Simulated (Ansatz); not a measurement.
Structure relaxation, Ga

The start is a generated cell, Ga built in the trigonal-Se structure type. Cell shape, volume and atoms are optimised at zero target pressure with r2SCAN (plane waves to 500 eV, PAW, scalar-relativistic; Ansatz, a first-principles code). The first steps use a coarse 9×9×7 k-mesh.

The start:
```
Ga
1.0
    4.25123     0.00000     0.00000
   -2.12561     3.68167     0.00000
    0.00000     0.00000     4.82316
Ga
3
Direct
  0.22540   0.00000   0.83333
  0.00000   0.22540   0.16667
  0.77460   0.77460   0.50000
```

Q: What is the largest force in the starting geometry, and on which atom (counted from 1)?

A: 2.26 eV/Å, on Ga1, Ga2, Ga3 (atoms numbered as listed).

Q: How does the volume change?

A: -26.5 %, from 25.16 to 18.49 Å³/atom.

Q: How do the shortest distances between atoms change?

A: The closest pairs of elements (up to four, under 3.6 Å), start → end: Ga–Ga 2.31 → 2.70 Å.

Q: Give the final cell and atomic positions.

A: 
```cif
data_Ga3
_chemical_formula_sum 'Ga3'
_space_group_name_H-M_alt 'R-3m :H'
_space_group_IT_number 166
_space_group_name_Hall '-R 3 2"'
_cell_length_a 3.38575
_cell_length_b 3.38575
_cell_length_c 5.58691
_cell_angle_alpha 90.000
_cell_angle_beta 90.000
_cell_angle_gamma 120.000
loop_
_atom_site_label
_atom_site_type_symbol
_atom_site_symmetry_multiplicity
_atom_site_Wyckoff_symbol
_atom_site_fract_x
_atom_site_fract_y
_atom_site_fract_z
_atom_site_occupancy
Ga1 Ga 3 a 0.00000 0.00000 0.00000 1
```
(The calculation used a cell of 1 atom; values per cell refer to that cell.)

Final values are on a 18×18×18 k-mesh of the relaxed cell. No spin polarisation in the result.

The run could not lose the symmetry of its start, so the end can be a saddle point.

The relaxed structure here is a generated cell of Ga: the first start was made by placing the elements on the sites of a structure type, and the end was not matched to a known phase here, so it may be hypothetical. Known forms of Ga include space group No. 64.
